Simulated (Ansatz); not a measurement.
NbAg in space group Pmma (No. 51; Ag on 2e, Nb on 2f), the program Ansatz at the PBEsol level (PAW), all energies at zero smearing, with the estimated change up to a 700 eV cutoff added, with one set of potentials and settings (totals compare only within such a set). Cell of 4 atoms (2 Ag, 2 Nb): -24034.625 eV.

| element | reference phase | E (eV/atom) |
|---|---|---|
| Ag | P6_3/mmc, 4 atoms in the cell | -7522.3024 |
| Nb | Im-3m, 1 atoms in the cell | -4495.4840 |

Formation energy per atom, worked out: (-24034.625 − 2×(-7522.3024) − 2×(-4495.4840))/4 = 0.237 eV/atom (23 kJ per mol of atoms), at 0 K, without zero-point energy or fitted corrections.

The start of the workflow was typed in or built on a structure type; neither database checked (COD, Materials Project) lists it. Its standing as an ambient phase is unchecked. Symmetry was held in the PBEsol relaxation; phonons show weakly imaginary modes. The run is not spin-polarised. Its formation energy is positive at this level, so the cell may be metastable or incomplete. The references are the lowest solids computed at this level, not always the standard phases.

Potentials: the earlier of the program's two PAW sets. The files were generated under PBE; for other functionals the program regenerates the frozen cores, and for LDA and PBEsol the local potential too.
